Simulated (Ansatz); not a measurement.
ScBeNO:
```yaml
crystal:
  lattice:
    - [3.26656, 0.00000, 0.00000]
    - [-1.63328, 2.82892, 0.00000]
    - [0.00000, 0.00000, 4.82459]
  atoms:
    - { symbol: Sc, position: [0.33333, 0.66667, 0.52044] }
    - { symbol: Be, position: [0.66667, 0.33333, 0.98491] }
    - { symbol: O, position: [0.33333, 0.66667, 0.09264] }
    - { symbol: N, position: [0.66667, 0.33333, 0.65200] }
```

Relaxed with r²SCAN+D4.

Task: Map the electron localisation function on the plane through (0.333, 0.667, 0.520) spanned by u = [0, 0, 1] and v = [1, -1, 0] in lattice vectors, from DFT-r²SCAN+D4 in the program Ansatz with PAW potentials.

Result: x is the fraction of u, y of v (the angle between them is 90°; rows are the nearest grid lines); atoms in the plane: Sc at (0.00, 0.00), Be at (0.46, 0.33), O at (0.57, 0.00), N at (0.13, 0.33).
```
|0168720037998426996147510|
|1378610027998657995147631|
|6677400025899888995137876|
|6531000002467888763002676|
|2100000000245666542000122|
|0000000000112333221000000|
|0000000000000111100000000|
|0000000000000000000000000|
|0000000000000000000000000|
|1111110000000000000000001|
|2344432100000000000000112|
|5677765321000000000001235|
|8999998863100011000013578|
|9998899984000011100024789|
|9975689984000001100125799|
|9730279994000000100136899|
|9720169994000000100136899|
|9988899973000233210013679|
|5789998752125776421001235|
|2346776521258887642000012|
|4322233111479998863001234|
|5677300015899888995126765|
|1378610027998657995147631|
|0168720037998426996147510|
```
Scale: ten equal steps from 0.000 (start of '0') to 0.878 (end of '9'), in the order '0123456789'; x runs from 0.000 to 1.00, y from 0.000 (bottom) to 1.00 (top).

The density is the valence pseudo-density with augmentation charge, so density and ELF within about 1 Å of a nucleus are not all-electron values.

Space group P3m1. The start of the workflow was typed in or built on a structure type; neither database checked (COD, Materials Project) lists it. Its standing as an ambient phase is unchecked. Symmetry was held in the r²SCAN+D4 relaxation; whether a distortion lowers the energy is not shown. The run is not spin-polarised. The volume moved by -22 % from the start of the relaxation.

Potentials: the earlier of the program's two PAW sets. The files were generated under PBE; for other functionals the program regenerates the frozen cores, and for LDA and PBEsol the local potential too.
